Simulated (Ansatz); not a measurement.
Structure: an ordered 4-atom cell of Ca2SeO on the rocksalt lattice (P4/mmm), at its r2SCAN minimum. The symmetry is P4/mmm (No. 123, tetragonal); conventional cell a = 3.883 Å, c = 5.494 Å, 20.71 Å³ an atom. Around O lie 6 Ca at 2.75 Å; around Ca lie 4 Se at 2.75 Å and 2 O at 2.75 Å; around Se lie 6 Ca at 2.75 Å; around Ca lie 4 O at 2.75 Å and 2 Se at 2.75 Å.

```yaml
crystal:
  lattice:
    - [3.88286, 0.00000, 0.00000]
    - [0.00000, 3.88286, 0.00000]
    - [0.00000, 0.00000, 5.49445]
  atoms:
    - { symbol: O, position: [0.00000, 0.00000, 0.00000] }
    - { symbol: Ca, position: [0.00000, 0.00000, 0.50000] }
    - { symbol: Se, position: [0.50000, 0.50000, 0.50000] }
    - { symbol: Ca, position: [0.50000, 0.50000, 0.00000] }
```

4 runs of the PAW code Ansatz on this cell differ in the functional (and in the settings that go with it). Levels are in eV from each run's valence top; v1 is the last filled band, c1 the first empty one.

Run A, mean stress +0.2 GPa (compression positive):
```
point     v5     v3     v1    c1    c2    c3
    Γ  -0.72  -0.02   0.00  3.23  4.22  5.78
    X  -1.70  -1.49  -0.75  5.51  6.76  6.88
    M  -2.50  -0.64  -0.55  3.56  3.56  6.55
```

Run B, mean stress 0.0 GPa (compression positive):
```
point     v5     v3     v1    c1    c2    c3
    Γ  -0.73   0.00   0.00  2.51  3.69  4.79
    X  -1.76  -1.41  -0.61  4.65  5.91  5.92
    M  -2.41  -0.52  -0.40  2.79  2.79  5.80
```

Run C, mean stress +1.0 GPa (compression positive):
```
point     v5     v3     v1    c1    c2    c3
    Γ  -0.71   0.00   0.00  2.06  3.03  4.27
    X  -1.73  -1.44  -0.62  4.16  5.31  5.36
    M  -2.36  -0.52  -0.40  2.34  2.34  5.14
```

Run D, mean stress +0.2 GPa (compression positive):
```
point     v5     v3     v1    c1    c2    c3
    Γ  -0.74  -0.03   0.00  3.95  4.91  6.53
    X  -1.72  -1.51  -0.78  6.25  7.49  7.62
    M  -2.54  -0.66  -0.58  4.28  4.28  7.29
```

Question: Match the runs to PBE, r2SCAN, HSE06, PBE0.

Answer: A is HSE06, B is r2SCAN, C is PBE, D is PBE0. In order of the gap: PBE 2.06, r2SCAN 2.51, HSE06 3.23, PBE0 3.95 eV.

Note: simulated data, non-magnetic, for a generated structure that need not be the stable one.

The runs are scalar-relativistic, without spin-orbit coupling.

The program warns that its thresholds are loose for a hybrid's stress.

The meshes of the hybrids are coarse, so their gaps aren't converged to the digits shown.
